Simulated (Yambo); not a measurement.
## MoCl₆: sweep of GW parameters

G0W0@LDA for MoCl6 (space group P-31m, No. 162) in Yambo. Reference settings: 3×3×2 Γ-centred k mesh, bands 2 to 197 and a 6 Ry block in the screening, 197 bands in G with the Bruneval-Gonze terminator, plasmon pole fitted at 27.2 eV. The LDA gap K → Γ on this mesh is 0.94 eV; G0W0 gaps are taken between the same points.

```json
[
 {"change from the reference": "reference settings", "G0W0 gap K → Γ (eV)": "2.54", "shift of the valence edge (eV)": "-0.71", "rough Yambo cost": "1"},
 {"change from the reference": "129 bands in G", "G0W0 gap K → Γ (eV)": "2.55", "shift of the valence edge (eV)": "-0.68", "rough Yambo cost": "–"},
 {"change from the reference": "95 bands in W", "G0W0 gap K → Γ (eV)": "2.57", "shift of the valence edge (eV)": "-0.59", "rough Yambo cost": "within a factor of two"},
 {"change from the reference": "no random integration", "G0W0 gap K → Γ (eV)": "2.51", "shift of the valence edge (eV)": "-0.60", "rough Yambo cost": "–"},
 {"change from the reference": "3×3×1 mesh", "G0W0 gap K → Γ (eV)": "2.61", "shift of the valence edge (eV)": "-0.70", "rough Yambo cost": "about 1/4"}
]
```

The reference isn't shown to be the converged limit. Costs are rough (shared machines), scaled to the same edge states, and given only for runs that recompute the screening.

Spin-orbit splittings are left out.

Geometry of the Materials Project entry, not relaxed at this level; primitive cell a = b = 6.1735 Å, c = 5.6659 Å, α = β = 90.00°, γ = 120.00°.

The structure is a Materials Project entry; no match was found in the copy of COD used, and its stability was not checked.

A shift is the quasiparticle energy of the state minus its LDA energy.
